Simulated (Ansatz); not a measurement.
# MgRh: a sublattice moved along a line

Level of theory: DFT r2SCAN, scalar-relativistic, plane waves, PAW in Ansatz. Cutoff 500 eV, Γ-centred 16×16×16 k-points, Gaussian smearing of 0.15 eV. No spin polarisation. Energies are free energies at this smearing, counted from the undisturbed cell; pressure is positive in compression.

The undisturbed cell (as given, not relaxed at this level; it stands at -1.0 GPa, and it needn't be the usual structure):

```yaml
crystal:
  lattice:
    - [3.09920, 0.00000, 0.00000]
    - [0.00000, 3.09920, 0.00000]
    - [0.00000, 0.00000, 3.09920]
  atoms:
    - { symbol: Mg, position: [0.00000, 0.00000, 0.00000] }
    - { symbol: Rh, position: [0.50000, 0.50000, 0.50000] }
```

Every Mg atom is moved by x along the Cartesian unit vector (-1.000, 0.000, 0.000); the cell and all other atoms stay fixed. The cell is metallic on the mesh throughout.

| x (Å) | ΔE (meV/cell) |
| --- | --- |
| -0.2000 | 111.9 |
| -0.1000 | 28.1 |
| 0.0000 | 0.0 |
| 0.0250 | 1.8 |
| 0.0500 | 7.0 |
| 0.0750 | 15.8 |
| 0.1250 | 43.9 |
| 0.1500 | 63.1 |
| 0.1750 | 85.8 |

Predict the pressure (GPa) at each point.

```
  x (Å) pressure (GPa)
-0.2000             0.6
-0.1000            -0.6
 0.0000            -1.0
 0.0250            -1.0
 0.0500            -0.9
 0.0750            -0.8
 0.1250            -0.4
 0.1500            -0.1
 0.1750             0.2
```